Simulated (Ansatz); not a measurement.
## Is this Zn₅Se₂S₃ structure a true minimum?

The cell was found from a structure generator's guess, not taken from experiment.

Computed with DFT PBE, scalar-relativistic, plane waves, PAW in Ansatz 0.2.0. Settings: cutoff 420 eV, Γ-centred mesh 10×10×10 on the computed 10-atom cell, Gaussian smearing of 0.02 eV; no spin polarisation.

The cell below (10 atoms, space group I-4m2 (No. 119)) is relaxed within its symmetry.

```
Zn Se S
1.0
    -1.96548    1.96548   13.89495
     1.96548   -1.96548   13.89495
     1.96548    1.96548  -13.89495
Zn Se S
5 2 3
Direct
  0.34569 0.84569 0.50000
  0.95206 0.45206 0.50000
  0.54794 0.04794 0.50000
  0.15431 0.65431 0.50000
  0.75000 0.25000 0.50000
  0.89888 0.89888 0.00000
  0.10112 0.10112 0.00000
  0.70217 0.70217 0.00000
  0.29783 0.29783 0.00000
  0.50000 0.50000 0.00000
```

For the test it was strained at random (σ = 1.5 % a component), the atoms were moved at random (σ = 0.15 Å), and all was relaxed again on a coarse 4×4×4 mesh (in the run’s order of axes) with 0.10 eV smearing, with no symmetry imposed.

**Question.** What happens?

**Answer.** It returns, within 1 meV/atom of the unmoved cell on that mesh and with the same symmetry when read at 0.1 Å. No instability shows in this cell; modes of other wave vectors, which need another repeat, aren't tested.
